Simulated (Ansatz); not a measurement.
Ti₂InC:
```
Ti2InC
1.0
    3.13169     0.00000     0.00000
   -1.56585     2.71213     0.00000
    0.00000     0.00000    14.13490
Ti In C
4 2 2
Direct
  0.66667   0.33333   0.57858
  0.33333   0.66667   0.42142
  0.33333   0.66667   0.07858
  0.66667   0.33333   0.92142
  0.66667   0.33333   0.25000
  0.33333   0.66667   0.75000
  0.00000   0.00000   0.50000
  0.00000   0.00000   0.00000
```

Relaxed with r²SCAN.

### Question
Which orbitals make up the states near the Fermi level in the program Ansatz at the r²SCAN level (PAW)?

### Answer
Within 0.5 eV of the Fermi level: Ti 3d 83 %, In 5p 9 %. Projections are on Löwdin-orthogonalised atomic valence shells; empty p or d shells of many metals are not among them.

### Question
Tabulate the density of states.

### Answer
States/eV per cell of 8 atoms, in 0.25 eV bins, energy from the Fermi level.

```csv
E (eV),total,Ti 3d,C 2p,In 5p
-7.85,0.71,0.04,0.01,0.23
-7.60,0.70,0.04,0.01,0.25
-7.35,0.70,0.05,0.01,0.26
-7.10,0.70,0.05,0.01,0.27
-6.85,0.70,0.06,0.01,0.27
-6.60,0.71,0.07,0.02,0.27
-6.35,0.72,0.07,0.02,0.27
-6.10,0.74,0.08,0.03,0.27
-5.85,0.79,0.10,0.06,0.27
-5.60,1.05,0.17,0.15,0.30
-5.35,1.56,0.31,0.38,0.34
-5.10,2.12,0.48,0.72,0.30
-4.85,2.55,0.65,0.98,0.27
-4.60,4.58,1.28,1.90,0.39
-4.35,5.50,1.49,2.32,0.51
-4.10,3.03,0.80,1.03,0.37
-3.85,4.18,1.35,1.54,0.32
-3.60,3.54,1.24,1.63,0.19
-3.35,5.15,1.72,2.49,0.33
-3.10,9.13,3.19,4.76,0.47
-2.85,12.42,5.46,6.17,0.16
-2.60,0.67,0.17,0.14,0.26
-2.35,1.12,0.26,0.16,0.53
-2.10,1.76,0.45,0.21,0.86
-1.85,2.67,0.82,0.27,1.24
-1.60,3.81,1.44,0.31,1.60
-1.35,7.22,4.00,0.34,2.20
-1.10,7.17,4.56,0.11,1.98
-0.85,5.10,3.70,0.10,0.94
-0.60,4.49,3.45,0.11,0.65
-0.35,3.59,2.88,0.09,0.40
-0.10,2.43,2.01,0.05,0.21
0.15,2.28,1.93,0.03,0.18
0.40,2.90,2.53,0.03,0.20
0.65,4.49,4.00,0.06,0.23
0.90,5.40,4.80,0.10,0.33
1.15,4.86,4.25,0.12,0.30
1.40,6.14,5.26,0.20,0.33
1.65,8.50,7.51,0.21,0.38
1.90,7.51,6.56,0.21,0.32
2.15,6.48,5.76,0.17,0.21
2.40,5.64,4.87,0.13,0.26
2.65,11.50,10.57,0.27,0.38
2.90,9.68,8.29,0.35,0.59
3.15,9.58,7.84,0.28,1.02
3.40,5.13,3.69,0.20,0.64
3.65,4.90,2.96,0.39,0.70
3.90,3.41,1.88,0.50,0.43
4.15,5.69,3.08,0.86,0.52
```

Space group P6_3/mmc. The first step of the workflow began from a Materials Project structure, measured or hypothetical; the Crystallography Open Database copy checked does not list it. Its standing as an ambient phase is unchecked. The r²SCAN relaxation kept the symmetry of its start; its stability against distortions is not shown here. The run is not spin-polarised. Scalar-relativistic: spin–orbit coupling is off unless named, which matters more the heavier the elements.

Potentials: the later of the program's two PAW sets.
